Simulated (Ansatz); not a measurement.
LuMg₂Cr₃S₈ — coordination and S-33 quadrupole coupling

Cell: a Materials Project structure (computed, not necessarily an observed phase).

Space group R-3m:H (No. 166); a = 7.3461, c = 18.0598 Å, γ = 120.00°.

| site | Wyckoff | site symmetry | x | y | z |
| --- | --- | --- | --- | --- | --- |
| Mg | 6c | 3m | 0.0000 | 0.0000 | 0.8761 |
| Lu | 3b | -3m | 0.0000 | 0.0000 | 0.5000 |
| Cr | 9e | .2/m | 0.1667 | 0.3333 | 0.3333 |
| S7 | 6c | 3m | 0.0000 | 0.0000 | 0.7363 |
| S8 | 18h | .m | 0.8431 | 0.6861 | 0.4050 |

One atom of each set is listed; the run and its k-mesh use a cell of 14 atoms with edges of 7.36, 7.36, 7.36 Å.

All values are calculated (Ansatz; DFT, r2SCAN, plane waves and PAW, scalar-relativistic, collinear spin, 500 eV cutoff, Γ-centred 5×5×5 k-points, Fermi–Dirac smearing 0.02 eV), not measured. Start moments as typed (μB): 3 on each Cr, none on the rest.

Q(S-33) = -69.40 mb.

(1) Rank these S sites by |C_Q|, smallest first.
A. S8: 2 Cr at 2.43 Å, 1 Mg at 2.43 Å, 1 Lu at 2.63 Å
B. S7: 3 Cr at 2.47 Å, 1 Mg at 2.52 Å

## Answers

(1) B (0.700 MHz, η = 0.00), A (10.9 MHz, η = 0.16).

An axis of threefold or higher order runs through S7, so V_zz lies along it and η is zero. Like point charges on the first shell alone (each adding as 1/d³) would give the same order.

The largest force is 0.3 eV/Å, so the atoms aren't at the calculated equilibrium and relaxing them would move these values. The program didn't check the stability of this electronic state in full, so a lower one may lie near. Without spin–orbit coupling the gradients at and beside Lu can be off by some per cent, at some sites by more. All moments are parallel here, as the start or the cell imposes; many such compounds order antiparallel, where fields and spin densities carried over to other atoms largely cancel. The magnetic order is the one that the run reached from its start moments, not necessarily the measured one.
